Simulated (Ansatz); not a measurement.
**Is this BaH structure stable?**

The structure comes from a generated guess, relaxed at this level; another structure or a mixture of phases may lie lower.

All numbers below come from DFT PBE, scalar-relativistic, plane waves, PAW (Ansatz). The final run on the 2-atom cell used 420 eV, a Γ-centred 20×20×20 mesh, 0.10 eV smearing and no spin polarisation.

```xyz
2
Lattice="0.0000 2.9048 2.9048 2.9048 0.0000 2.9048 2.9048 2.9048 0.0000" Properties=species:S:1:pos:R:3 pbc="T T T"
Ba    0.0000    0.0000    0.0000
H     2.9048    2.9048    2.9048
```

Formation energies are uncorrected and refer to the elements' standard structures at the same level (H₂ as a molecule).

Task: These tests were run: energy against the elements; random kick, then relaxation without symmetry; phonons at Γ. What do they show?

Result:

```csv
test,result
energy against the elements,−0.26 eV/atom
"random kick, then relaxation without symmetry",returns
phonons at Γ,lowest optical mode 515 cm⁻¹
```

It fails none of these tests. Whether a mixture of other phases lies lower isn't tested here. Phonons away from Γ weren't computed.

The cell is a metal run without spin; a magnetic state may lie lower. With hydrogen, zero-point motion can shift formation energies by some tens of meV/atom. The kick test ran on a coarse mesh. The run for the phonons used a 20×20×20 k mesh and Fermi–Dirac smearing of 0.15 eV.
